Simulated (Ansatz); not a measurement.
## Relaxing a structure of SiNi₂

The start is a generated cell, SiNi2 built in the AFLOW prototype A2B_oC12_63_2c_c (C49, as in ZrSi2). A full variable-cell relaxation at zero pressure is run with PBEsol (plane waves to 420 eV, PAW, scalar-relativistic; Ansatz, a program for electronic structure). The first steps use a coarse 7×7×7 k-mesh.

Initial structure:
```
CELL_PARAMETERS angstrom
      1.61021    -6.35449     0.00000
      1.61021     6.35449     0.00000
      0.00000     0.00000     3.16861
ATOMIC_POSITIONS crystal
  Ni 0.93900 0.06100 0.25000
  Ni 0.06100 0.93900 0.75000
  Ni 0.25000 0.75000 0.25000
  Ni 0.75000 0.25000 0.75000
  Si 0.60400 0.39600 0.25000
  Si 0.39600 0.60400 0.75000
```
Spin-polarised start, with parallel moments on Ni.

**Question.** How large is the pressure on the unrelaxed cell, and of which sign?

**Answer.** +8 GPa (positive: the cell is compressed).

**Question.** By how much does the energy per atom fall from start to end?

**Answer.** 0.28 eV/atom.

**Question.** How does the volume per atom move from start to end?

**Answer.** -1.9 %, from 10.81 to 10.60 Å³/atom.

**Question.** Is the relaxed structure metallic? Give its gap.

**Answer.** Zero (metallic).

**Question.** What magnetic moments remain?

**Answer.** Zero (the starting moments vanished).

The space group stays Cmcm (No. 63) (the run could not lower it), with 6 atoms in the primitive cell. Final values are on a 13×13×11 k-mesh of the relaxed cell. No spin polarisation in the result: the starting moments vanished. A magnetic state may lie lower.

The run could not lose the symmetry of its start, so the end can be a saddle point.

The relaxed structure here is a generated cell of SiNi2: the first start was made by placing the elements on the sites of a structure type, and the end was not matched to a known phase here, so it may be hypothetical.
